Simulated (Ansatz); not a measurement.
**Nb: computed property card**

Nb:
```yaml
crystal:
  lattice:
    - [2.80763, 0.00000, 0.00000]
    - [-1.40382, 2.43148, 0.00000]
    - [0.00000, 0.00000, 5.16602]
  atoms:
    - { symbol: Nb, position: [0.66667, 0.33333, 0.75000] }
    - { symbol: Nb, position: [0.33333, 0.66667, 0.25000] }
```

Space group P6_3/mmc (No. 194), hcp (Mg type); conventional cell a = b = 2.808 Å, c = 5.166 Å, α = β = 90.00°, γ = 120.00°.

Method: DFT-LDA in the program Ansatz with PAW potentials. The cell and atoms are relaxed at this level. Other levels are named where they apply.

Cell and energy:

```yaml
volume_per_atom: 17.63 Å³
density: 8.75 g/cm³
```

Electronic structure:

```yaml
electronic_character: metallic (no gap)
Density of states at the Fermi level: 1.4 states/eV per atom (mean over ±0.08 eV)
```

Mechanics:

```yaml
Bulk modulus (Birch–Murnaghan fit): 1810 kbar
Pressure derivative B′: 3.8
```

Phonons:

```yaml
highest_zone_centre_frequency: 247 cm^-1
zone_centre_stability: unstable, softest mode 65i cm⁻¹
```

The first step of the workflow began from a Materials Project structure, measured or hypothetical; the Crystallography Open Database copy checked does not list it. It is not the phase usual at ambient conditions (space group No. 229). The cell was relaxed with LDA under the symmetry of its start. The run is not spin-polarised. As this level gives no gap, phonon frequencies hold no LO–TO term and depend on the k-mesh and smearing (Fermi–Dirac, 0.1 eV here). Axis ratios of metals converge slowly with the k-mesh, so a and c are less sure than the volume. Spin–orbit coupling is left out wherever it is not named.

Potentials: the earlier of the program's two PAW sets. The files were generated under PBE; for other functionals the program regenerates the frozen cores, and for LDA and PBEsol the local potential too.
